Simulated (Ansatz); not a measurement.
This ReP₂ structure is the end of a relaxation. The cell was found from a structure generator's guess, not taken from experiment.

These are results of DFT PBE, scalar-relativistic, plane waves, PAW (Ansatz), not measurements. Cutoff 420 eV, Γ-centred mesh, Gaussian smearing, no spin polarisation.

```
Re P
1.0
     4.39320    0.00000    0.00000
    -2.19660    3.80462    0.00000
     0.00000    0.00000    2.59016
Re P
1 2
Direct
  0.00000 0.00000 0.50000
  0.33333 0.66667 0.50000
  0.66667 0.33333 0.50000
```

The zero of energy is the elements' standard structures at the same level; no fitted shifts are applied. The references include black phosphorus.

Question: What space group does it have?

Answer: P6/mmm (No. 191). Conventional cell: a = 4.393 Å, c = 2.590 Å. Around Re lie 6 P at 2.54 Å and 2 Re at 2.59 Å; P has 3 Re at 2.54 Å and 5 P at 2.54–2.59 Å.

Question: How far does it lie from the elements in energy?

Answer: +0.25 eV/atom. The separate elements lie lower, so it is unstable against them.

Question: Is it a metal?

Answer: Yes, bands cross the Fermi level on the 12×12×18 mesh.

The last run used a 12×12×18 mesh (in the run's order of axes) for its 3-atom cell and Gaussian smearing of 0.10 eV. These runs have no spin–orbit coupling, which can matter for Re. The cell is a metal run without spin; a magnetic state may lie lower. The reference form of P is held partly by dispersion forces, which this level lacks. A structure relaxed within its symmetry needn't be a true minimum.
